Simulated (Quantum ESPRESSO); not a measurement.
W2Ru5Re, a curve over one atom's position

A calculation, not a measurement. The program is pw.x of Quantum ESPRESSO 7.5 (plane-wave density functional theory). The cell is made up: eight metal atoms on a face-centred cubic lattice, with elements, volume, strain and displacements drawn at random and not relaxed, so it may be unstable or far from any real phase. PseudoDojo standard norm-conserving files set the functional (PBE unless stated); there is no spin polarisation or spin-orbit coupling, the Fermi-Dirac width of 0.25 eV means electrons at about 2900 K, and the masses in the input are unused placeholders. Heavy elements are run without spin-orbit coupling, which real alloys of them have. A spin test at this wide smearing found no moment, but such smearing suppresses magnetism that the real alloy may have.

Seven runs move atom 2 (Ru, counted in the order of the input) along x and keep all else fixed.

Input of the run at +0.0196:

```
&control calculation='scf', pseudo_dir='./dojo.nc.sr.pbe.v0_5.standard.upf', outdir='./o', disk_io='minimal', tprnfor=.true., tstress=.true. /
&system ibrav=0, nat=8, ntyp=3, nbnd=80, ecutwfc=84.00895049, nosym=.true., tot_charge=0,
 occupations='smearing', smearing='fd', degauss=0.0183746611
/
&electrons conv_thr=1.470e-08, electron_maxstep=70, mixing_beta=0.5 /
ATOMIC_SPECIES
Re 1.0 Re.upf
Ru 1.0 Ru.upf
W 1.0 W.upf
CELL_PARAMETERS angstrom
0.0 0.0 -3.9316
-3.9316 0.0 0.0
1.9658 7.8633 1.9658
ATOMIC_POSITIONS angstrom
W -0.0083 -0.1231 -0.0868
Ru -1.9526 1.8608 0.0093
Re 0.0101 3.9381 -0.0415
W -1.9245 5.9617 0.0891
Ru -2.0603 0.1098 -2.0007
Ru 0.0115 2.0109 -1.9309
Ru -2.0166 3.8522 -1.991
Ru -0.1255 5.9557 -1.8622
K_POINTS automatic
6 6 3 1 1 1
```

| shift of atom 2 along x (Å) | free energy less that of the input shown (eV) | Fx on atom 2 (eV/Å) | Fy on atom 2 (eV/Å) | Fz on atom 2 (eV/Å) | pressure (GPa) | iterations |
| --- | --- | --- | --- | --- | --- | --- |
| -0.1546 | 0.0435 | 0.702 | 1.362 | 0.052 | -5.70 | 21 |
| -0.0485 | -0.0005 | 0.149 | 1.322 | 0.035 | -6.24 | 20 |
| +0.0196 | 0.0000 | -0.162 | 1.322 | 0.031 | -6.32 | 20 |
| +0.1034 | 0.0296 | -0.549 | 1.349 | 0.034 | -6.14 | 20 |
| +0.1249 | 0.0425 | -0.656 | 1.361 | 0.036 | -6.04 | 21 |
| +0.1434 | 0.0556 | -0.751 | 1.373 | 0.039 | -5.94 | 21 |

Question: one run is left out of the table, at +0.0706. Estimate its Fx on atom 2 (eV/Å).

Answer: -0.394. The whole row:

```
shift of atom 2 along x (Å)  free energy less that of the input shown (eV)  Fx on atom 2 (eV/Å)  Fy on atom 2 (eV/Å)  Fz on atom 2 (eV/Å)  pressure (GPa)  iterations
                    +0.0706                                         0.0141               -0.394                1.335                0.031           -6.25          20
```

A cubic fit gives dFx/dx = -4.51 eV/Å² at zero shift. Across the table the energy follows minus the integral of the force to 0.1 meV. A rerun of one of the cells at a higher cutoff and on a denser mesh moved values by no more than 0.007 eV in energy, 0.05 GPa in stress and 0.018 eV/Å in force, and a second program with other atomic files agreed on that cell to 2 % rms in force and 0.5 GPa in pressure.